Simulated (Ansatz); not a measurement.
Frames from the relaxation of a generated trial cell of RbAu in the AFLOW prototype AB_cP8_198_a_a (B20, as in FeSi), as extended XYZ (Å, eV, eV/Å, GPa with compression positive). These are r2SCAN (plane waves to 500 eV, PAW, scalar-relativistic; Ansatz, a program for electronic structure) values and carry that method's errors. Γ-centred k-mesh 5×5×5 on the run's cell (coarser than for final values), Fermi–Dirac smearing 0.05 eV.

```xyz
8
Lattice="6.5156 0.0000 0.0000 0.0000 6.5156 0.0000 0.0000 0.0000 6.5156" Properties=species:S:1:pos:R:3:forces:R:3 pbc="T T T" step=1 free_energy=-65767.603 pressure=0.6 accepted=T
Rb     0.8895     0.8895     0.8895    0.2178    0.2178    0.2178
Rb     4.1473     2.3683     5.6261    0.2178   -0.2178   -0.2178
Rb     5.6261     4.1473     2.3683   -0.2178    0.2178   -0.2178
Rb     2.3683     5.6261     4.1473   -0.2178   -0.2178    0.2178
Au     5.4888     5.4888     5.4888    0.0076    0.0076    0.0076
Au     2.2310     4.2847     1.0269    0.0076   -0.0076   -0.0076
Au     1.0269     2.2310     4.2847   -0.0076    0.0076   -0.0076
Au     4.2847     1.0269     2.2310   -0.0076   -0.0076    0.0076
8
Lattice="6.5486 0.0000 0.0000 0.0000 6.5486 0.0000 0.0000 0.0000 6.5486" Properties=species:S:1:pos:R:3:forces:R:3 pbc="T T T" step=2 free_energy=-65767.756 pressure=0.1 accepted=T
Rb     0.9641     0.9641     0.9641    0.1300    0.1300    0.1300
Rb     4.2384     2.3102     5.5845    0.1300   -0.1300   -0.1300
Rb     5.5845     4.2384     2.3102   -0.1300    0.1300   -0.1300
Rb     2.3102     5.5845     4.2384   -0.1300   -0.1300    0.1300
Au     5.5161     5.5161     5.5161    0.0085    0.0085    0.0085
Au     2.2418     4.3068     1.0325    0.0085   -0.0085   -0.0085
Au     1.0325     2.2418     4.3068   -0.0085    0.0085   -0.0085
Au     4.3068     1.0325     2.2418   -0.0085   -0.0085    0.0085
8
Lattice="6.5486 0.0000 0.0000 0.0000 6.5486 0.0000 0.0000 0.0000 6.5486" Properties=species:S:1:pos:R:3:forces:R:3 pbc="T T T" step=3 free_energy=-65767.842 pressure=0.2 accepted=T
Rb     1.0731     1.0731     1.0731   -0.0009   -0.0009   -0.0009
Rb     4.3474     2.2012     5.4755   -0.0009    0.0009    0.0009
Rb     5.4755     4.3474     2.2012    0.0009   -0.0009    0.0009
Rb     2.2012     5.4755     4.3474    0.0009    0.0009   -0.0009
Au     5.5197     5.5197     5.5197   -0.0325   -0.0325   -0.0325
Au     2.2454     4.3033     1.0289   -0.0325    0.0325    0.0325
Au     1.0289     2.2454     4.3033    0.0325   -0.0325    0.0325
Au     4.3033     1.0289     2.2454    0.0325    0.0325   -0.0325
```

The path has 5 moves and ends in P2₁3 (No. 198) (AFLOW prototype AB_cP8_198_a_a (B20, as in FeSi)), 0.03 eV/atom below its start. Free energies are of the whole cell and compare only within this code, potentials and settings.  No spin polarisation in the result.

The run could not lose the symmetry of its start: the end is stationary, and may be a saddle point rather than a minimum.

The end of the path is a generated cell of RbAu: the first start was made by placing the elements on the sites of a structure type, and the end was not matched to a known phase here, so it may be hypothetical. Known forms of RbAu include space group No. 221.
